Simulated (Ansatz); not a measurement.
# CuPd: energy along a strain

CuPd, Pm-3m, a = 2.988 Å (as given, not relaxed at this level: -4.6 GPa). The structure is a COD entry; whether it is the stable form wasn't checked. Ansatz: PBEsol, PAW, 420 eV, Γ-centred 16×16×16 mesh on 2 atoms, Gaussian smearing 0.15 eV; no spin polarisation. Cell vectors (Å): 2.988 0.000 0.000; 0.000 2.988 0.000; 0.000 0.000 2.988. The cell is strained by x per cent times the pattern (1 -1 0 0 0 0) in the order xx yy zz yz xz xy (engineering shears), with fractional coordinates held. y is the free energy over the start, V0 = 13.339 Å³/atom. Symmetry makes y even in x.

| x (%) | y (meV/atom) |
| --- | --- |
| -6.00 | 7.32 |
| -3.00 | 1.86 |
| 0.00 | 0.00 |
| 0.75 | 0.12 |
| 1.50 | ? |
| 2.25 | 1.06 |
| 3.75 | 2.89 |
| 4.50 | 4.13 |
| 5.25 | 5.60 |

Question: Fit y = c2 x² + c4 x⁴ to the other rows, get the stiffness along the pattern, and predict the missing energy.

Answer: Least squares on the rows shown. y = 0.2064 x² − 9.264×10⁻⁵ x⁴. The clamped-ion stiffness p·C·p = 2 × 2.064 eV × 160.2 / 13.339 Å³ = 50 GPa (second derivative at the start, which stands under stress). At x = 1.50 the fit asked for gives 0.46 meV/atom. The run gave 0.47 meV/atom, so the fit is 0.01 meV/atom too low, within the rms miss on the fitted rows (0.01 meV/atom).